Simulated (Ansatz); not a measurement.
Ag$_{3}$Pt:
```xyz
4
Lattice="3.9654 0.0000 0.0000 0.0000 3.9654 0.0000 0.0000 0.0000 3.9654" Properties=species:S:1:pos:R:3 pbc="T T T"
Ag     0.0000     1.9827     1.9827
Ag     1.9827     0.0000     1.9827
Ag     1.9827     1.9827     0.0000
Pt     0.0000     0.0000     0.0000
```

Relaxed with LDA. Special points in fractions of this cell's reciprocal vectors: Γ (0.000, 0.000, 0.000); X (0.000, 0.500, 0.000); M (0.500, 0.500, 0.000); R (0.500, 0.500, 0.500).

Question: List the band energies nearest the Fermi level at these points for the program Ansatz at the LDA level (PAW).

Answer: In eV from the Fermi level; about four levels below and three above (degenerate sets whole), none deeper than 8.9 eV; … stands for higher levels left out; points with the same levels are listed once.

```tsv
k	below	above
Γ	-0.90 -0.90 -0.25 -0.25 -0.25	2.01 2.01 2.01
X	-2.09 -2.09 -1.51 -1.41 -0.30	7.00 7.00 7.49 7.49
M	-3.43 -3.43 -1.80 -1.80 -1.60	0.05 0.05 0.69
R	-0.36 -0.07 -0.07 -0.07	3.75 …
```

Space group Pm-3m (Cu3Au type). The workflow started from a Materials Project entry (that database holds measured and hypothetical structures alike); the Crystallography Open Database files this formula in space group No. 221, but the cells were not matched. Whether it is the stable phase at ambient conditions was not checked. The cell was relaxed with LDA under the symmetry of its start; of distortions, only those at the zone centre were tested. No spin polarisation was allowed. Scalar-relativistic: spin–orbit coupling is off unless named, which matters more the heavier the elements.

Potentials: the later of the program's two PAW sets.
